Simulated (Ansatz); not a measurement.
Relaxed-ion elastic tensor of GaSb (rock salt, Fm-3m) in GPa (Voigt order), the program Ansatz at the r²SCAN level (PAW); density 6.73 g/cm³, 23.62 Å³ per atom.

```
 127  31.4  31.4   0.0   0.0   0.0
31.4   127  31.4   0.0   0.0   0.0
31.4  31.4   127   0.0   0.0   0.0
 0.0   0.0   0.0  11.3   0.0   0.0
 0.0   0.0   0.0   0.0  11.3   0.0
 0.0   0.0   0.0   0.0   0.0  11.3
```

Task: Is the crystal mechanically stable?

Result: Yes: the smallest eigenvalue of C is 11.3 GPa.

Task: Work out the Voigt, Reuss and Hill averages.

Result: K_V = 63.3, K_R = 63.3, K_H = 63.3; G_V = 25.9, G_R = 16.3, G_H = 21.1 GPa.

Task: Give Young's modulus, Poisson's ratio, Pugh's ratio and the universal anisotropy index.

Result: E = 9KG/(3K + G) = 57.0 GPa; ν = 0.35; K/G = 3.00 (ductile by the Pugh limit of 1.75); A_U = 5G_V/G_R + K_V/K_R − 6 = 2.97.

Task: Estimate the sound speeds and the Debye temperature.

Result: v_l = √((K + 4G/3)/ρ) = 3690 m/s, v_t = √(G/ρ) = 1770 m/s, mean 1990 m/s; Θ = (h/k)(3n/4πV)^(1/3) v_m = 207 K.

Task: Give the Zener ratio and Young's modulus along [100], [110] and [111].

Result: A = 2C44/(C11 − C12) = 0.24; 1/E = S11 − 2(S11 − S12 − S44/2)Γ with Γ = 0, 1/4, 1/3 gives 115, 39.1, 32.0 GPa.

Task: Solve the Christoffel equation for the three sound speeds along [100], [110], [111].

Result: Eigenvalues of C_ijkl n_j n_l equal ρv². In km/s, slowest first: [100] 1.30, 1.30, 4.35; [110] 1.30, 2.67, 3.67; [111] 2.30, 2.30, 3.41.

The cell is a constructed one: a structure type filled with these elements; neither database checked (COD, Materials Project) lists it. It is not the phase usual at ambient conditions (space group No. 216). The r²SCAN relaxation kept the symmetry of its start; whether a distortion lowers the energy is not shown. As this level gives no gap, shear constants depend on the k-mesh and smearing (Fermi–Dirac, 0.1 eV here). Scalar-relativistic: spin–orbit coupling is off unless named, which matters more the heavier the elements.

Potentials: the later of the program's two PAW sets.
